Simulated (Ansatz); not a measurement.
Consider the following.

Ag3Au:
```xyz
4
Lattice="4.0102 0.0000 0.0000 0.0000 4.0102 0.0000 0.0000 0.0000 4.0102" Properties=species:S:1:pos:R:3 pbc="T T T"
Ag     2.0051     0.0000     2.0051
Ag     0.0000     2.0051     2.0051
Ag     2.0051     2.0051     0.0000
Au     0.0000     0.0000     0.0000
```

This is the LDA-relaxed structure.

Problem. All from LDA in the plane-wave PAW code Ansatz, unless another level is named. Estimate the bulk modulus (Birch–Murnaghan fit).

Solution. 151 GPa.

Problem. What about the elastic constants (relaxed ions, GPa)?

Solution. C11 = 181, C12 = 138, C44 = 56.1.

Space group Pm-3m (Cu3Au type). The workflow started from a Materials Project entry (that database holds measured and hypothetical structures alike); the Crystallography Open Database copy checked does not list it. Whether it is the stable phase at ambient conditions was not checked. The LDA relaxation kept the symmetry of its start; whether a distortion lowers the energy is not shown. The run is not spin-polarised. As this level gives no gap, shear constants depend on the k-mesh and smearing (Fermi–Dirac, 0.1 eV here). Spin–orbit coupling is left out wherever it is not named.

Potentials: the later of the program's two PAW sets.
